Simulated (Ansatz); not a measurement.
An Ansatz (a program for electronic structure) input:

Ansatz 0.2 input:
```yaml
crystal:
  lattice:
    - [4.7453315489, 0.0, 0.0]
    - [0.0, 5.5179764311, 0.0]
    - [0.0, 0.0, 3.1360804617]
  atoms:
    - { symbol: Ru, position: [0.5, 0.0, 0.0] }
    - { symbol: Ru, position: [0.0, 0.5, 0.5] }
    - { symbol: B, position: [0.1606976293, 0.8767118387, 0.5] }
    - { symbol: B, position: [0.8393023707, 0.1232881613, 0.5] }
    - { symbol: B, position: [0.6606976293, 0.6232881613, 0.0] }
    - { symbol: B, position: [0.3393023707, 0.3767118387, 0.0] }
    - { symbol: B, position: [0.760019177, 0.8200751098, 0.5] }
    - { symbol: B, position: [0.239980823, 0.1799248902, 0.5] }
    - { symbol: B, position: [0.260019177, 0.6799248902, 0.0] }
    - { symbol: B, position: [0.739980823, 0.3200751098, 0.0] }
kpoints:
  mp_grid: { grid: [7, 6, 10] }
  band_path:
    path:
      - [[0.0, 0.0, 0.0], [0.5, 0.0, 0.0], [0.5, 0.5, 0.0], [0.0, 0.5, 0.0], [0.0, 0.0, 0.0], [0.0, 0.0, 0.5], [0.5, 0.0, 0.5], [0.5, 0.5, 0.5], [0.0, 0.5, 0.5], [0.0, 0.0, 0.5]]  # Γ-X-S-Y-Γ-Z-U-R-T-Z
      - [[0.5, 0.0, 0.0], [0.5, 0.0, 0.5]]  # X-U
      - [[0.0, 0.5, 0.0], [0.0, 0.5, 0.5]]  # Y-T
      - [[0.5, 0.5, 0.0], [0.5, 0.5, 0.5]]  # S-R
    npoints: 6
hamiltonian:
  xc: r2scan
  pseudopotentials: { azcp: { folder: ./paw }, kind: paw_fr }
magnetization: { noncollinear: true, spin_orbit: true }
scf:
  n_extra_bands: 20
  convergence: { dr2_threshold: 0.0000000001 }
  occupations: { method: gaussian, width: 0.05 }
output: { eigenvalues: true }
```

### Question
How many symmetry operations and irreducible k-points will the run report?

### Answer
8 operations, 96 of 420 k-points.

### Question
With a cutoff of 500 eV, how many plane waves at Γ?

### Answer
2103.

It took roughly 7 core-minutes on shared server cores.

Space group Pnnm. The start of the workflow was typed in or built on a structure type; neither database checked (COD, Materials Project) lists it. Its standing as an ambient phase is unchecked. The r²SCAN relaxation kept the symmetry of its start; whether a distortion lowers the energy is not shown. No spin polarisation was allowed.

Potentials: the earlier of the program's two PAW sets. The files were generated under PBE; for other functionals the program regenerates the frozen cores, and for LDA and PBEsol the local potential too.

Ansatz is a plane-wave DFT program.
